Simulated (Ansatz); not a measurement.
Every step of a relaxation of bcc Mo (100), 5 layers

DFT, LDA, PAW with Ansatz's default frozen-core files, scalar-relativistic (Ansatz 0.2.0); a Γ-centred 11×11×1 k mesh, Fermi–Dirac smearing of 0.08 eV, no spin polarisation. The run relaxes the atoms in the fixed cell.

Command: `ansatz run input.yaml --threads 2 --pin off --max-ram 4096MiB --backend cpu --events-out ev --progress --plain --runs-dir out` It took 28 s on 2 threads of Intel(R) Xeon(R) Platinum 8488C (Sapphire Rapids), on a shared host, peak memory 0.55 GiB.

```yaml
crystal:
  lattice:
    - [3.1112033377, 0.0, 0.0]
    - [0.0, 3.1112033377, 0.0]
    - [0.0, 0.0, 22.2224]
  atoms:
    - { symbol: Mo, position: [0.0, 0.0, 0.35999697] }
    - { symbol: Mo, position: [0.5, 0.5, 0.4299984848] }
    - { symbol: Mo, position: [0.0, 0.0, 0.5] }
    - { symbol: Mo, position: [0.5, 0.5, 0.5700015152] }
    - { symbol: Mo, position: [0.0, 0.0, 0.64000303] }
kpoints:
  mp_grid: { grid: [11, 11, 1] }
scf:
  occupations: { method: fermi_dirac, width: 0.08 }
hamiltonian:
  xc: lda
  pseudopotentials: { kind: paw }
output:
  forces: true
  stress: true
  eigenvalues: true
relax:
  f_tol: 0.01
  max_steps: 40
efield:
  axis: 3
  amplitude: 0
  dipole_correction: true
```

Each step lists its free energy a cell above the last geometry, and Cartesian positions (Å) with forces (eV/Å).

The first step:

```
step 1  dF = 287.15 meV
  Mo 0.0000 0.0000 8.0000   0.0000 0.0000 1.5465
  Mo 1.5556 1.5556 9.5556   0.0000 0.0000 -1.3133
  Mo 0.0000 0.0000 11.1112   0.0000 0.0000 0.0000
  Mo 1.5556 1.5556 12.6668   0.0000 0.0000 1.3133
  Mo 0.0000 0.0000 14.2224   0.0000 0.0000 -1.5465
```

The PAW files were made under PBE.

**Question.** Where does the relaxation end, and by which steps?

**Answer.** After 5 geometries, with a shortest distance of 2.595 Å. The further steps:
```
step 2  dF = 51.19 meV
  Mo 0.0000 0.0000 8.1947   0.0000 0.0000 -0.7124
  Mo 1.5556 1.5556 9.4981   0.0000 0.0000 0.8038
  Mo 0.0000 0.0000 11.1112   0.0000 0.0000 0.0000
  Mo 1.5556 1.5556 12.7243   0.0000 0.0000 -0.8038
  Mo 0.0000 0.0000 14.0277   0.0000 0.0000 0.7124
step 3  dF = 2.52 meV
  Mo 0.0000 0.0000 8.1636   0.0000 0.0000 -0.0715
  Mo 1.5556 1.5556 9.5366   0.0000 0.0000 -0.1245
  Mo 0.0000 0.0000 11.1112   0.0000 0.0000 0.0000
  Mo 1.5556 1.5556 12.6858   0.0000 0.0000 0.1245
  Mo 0.0000 0.0000 14.0588   0.0000 0.0000 0.0715
step 4  dF = 1.68 meV
  Mo 0.0000 0.0000 8.1361   0.0000 0.0000 0.0796
  Mo 1.5556 1.5556 9.5155   0.0000 0.0000 0.0690
  Mo 0.0000 0.0000 11.1112   0.0000 0.0000 0.0000
  Mo 1.5556 1.5556 12.7069   0.0000 0.0000 -0.0690
  Mo 0.0000 0.0000 14.0863   0.0000 0.0000 -0.0796
step 5  dF = 0.00 meV
  Mo 0.0000 0.0000 8.1488   0.0000 0.0000 0.0039
  Mo 1.5556 1.5556 9.5243   0.0000 0.0000 -0.0002
  Mo 0.0000 0.0000 11.1112   0.0000 0.0000 0.0000
  Mo 1.5556 1.5556 12.6981   0.0000 0.0000 0.0002
  Mo 0.0000 0.0000 14.0736   0.0000 0.0000 -0.0039
step 6  dF = 0.00 meV  (same geometry, solved once more)
  Mo 0.0000 0.0000 8.1488   0.0000 0.0000 0.0039
  Mo 1.5556 1.5556 9.5243   0.0000 0.0000 -0.0002
  Mo 0.0000 0.0000 11.1112   0.0000 0.0000 0.0000
  Mo 1.5556 1.5556 12.6981   0.0000 0.0000 0.0002
  Mo 0.0000 0.0000 14.0736   0.0000 0.0000 -0.0039
```
